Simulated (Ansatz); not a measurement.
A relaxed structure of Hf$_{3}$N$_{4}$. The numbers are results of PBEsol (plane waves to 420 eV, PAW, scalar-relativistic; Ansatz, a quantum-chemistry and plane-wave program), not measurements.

```
CELL_PARAMETERS angstrom
     -3.32556     3.32556     3.32556
      3.32556    -3.32556     3.32556
      3.32556     3.32556    -3.32556
ATOMIC_POSITIONS crystal
  Hf 0.25000 0.62500 0.37500
  Hf 0.75000 0.87500 0.12500
  Hf 0.37500 0.25000 0.62500
  Hf 0.12500 0.75000 0.87500
  Hf 0.62500 0.37500 0.25000
  Hf 0.87500 0.12500 0.75000
  N  0.13945 0.13945 0.13945
  N  0.50000 0.00000 0.36055
  N  0.00000 0.36055 0.50000
  N  0.36055 0.50000 0.00000
  N  0.63945 0.63945 0.63945
  N  0.50000 0.00000 0.86055
  N  0.86055 0.50000 0.00000
  N  0.00000 0.86055 0.50000
```

Find the space group and the Wyckoff positions (tolerance 0.01 Å).

Space group I-43d (No. 220); a = 6.6511 Å, b = 6.6511 Å, c = 6.6511 Å, α = 90.00°, β = 90.00°, γ = 90.00°

```
atom  site  symmetry       x       y       z
----  ----  --------  ------  ------  ------
Hf     12a      -4..  0.0000  0.2500  0.3750
N      16c       .3.  0.0697  0.0697  0.0697
```

Give the shortest distances between elements (the closest pairs, up to four, under 3.6 Å).

Hf–N 2.21 Å; N–N 2.57 Å; Hf–Hf 3.11 Å.

```json
{
 "volume_per_atom": "10.51 Å³",
 "band_gap": "1.02 eV, direct at Γ (no spin-orbit coupling)"
}
```

No spin polarisation in the result.

The run could not lose the symmetry of its start.

The first start was generated by placing the elements on the sites of a structure type. A measured structure of Hf3N4 has the same space group, I-43d (No. 220); the sites were not compared with it.
